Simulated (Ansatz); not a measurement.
HfC (CsCl type, Pm-3m) at seven volumes, PBEsol (plane waves, PAW; program Ansatz), scaled uniformly. One row is withheld.

```json
[
 {"V (Å³/atom)": "10.740", "P (GPa)": "25.15"},
 {"V (Å³/atom)": "11.094", "P (GPa)": "15.51"},
 {"V (Å³/atom)": "11.448", "P (GPa)": "7.18"},
 {"V (Å³/atom)": "11.802", "P (GPa)": "0.00"},
 {"V (Å³/atom)": "12.156", "P (GPa)": "?"},
 {"V (Å³/atom)": "12.510", "P (GPa)": "-11.40"},
 {"V (Å³/atom)": "12.864", "P (GPa)": "-15.88"}
]
```

Q: Fit the shown pressures and predict the withheld one.

A: Third-order Birch–Murnaghan: P = (3/2)B₀(x^(7/2) − x^(5/2))[1 + (3/4)(B′ − 4)(x − 1)] with x = (V₀/V)^(2/3). Least squares on the six rows gives V₀ = 11.804 Å³/atom, B₀ = 220.1 GPa, B′ = 4.06. At V = 12.156, x = 0.9806 and P = -6.09 GPa. The run itself gave -6.15 GPa.

The cell is a constructed one: a structure type filled with these elements; neither database checked (COD, Materials Project) lists it. It is not the phase usual at ambient conditions (space group No. 225). Symmetry was held in the PBEsol relaxation. At this level the phase is mechanically unstable. The run is not spin-polarised. Spin–orbit coupling is left out wherever it is not named.

Potentials: the later of the program's two PAW sets.
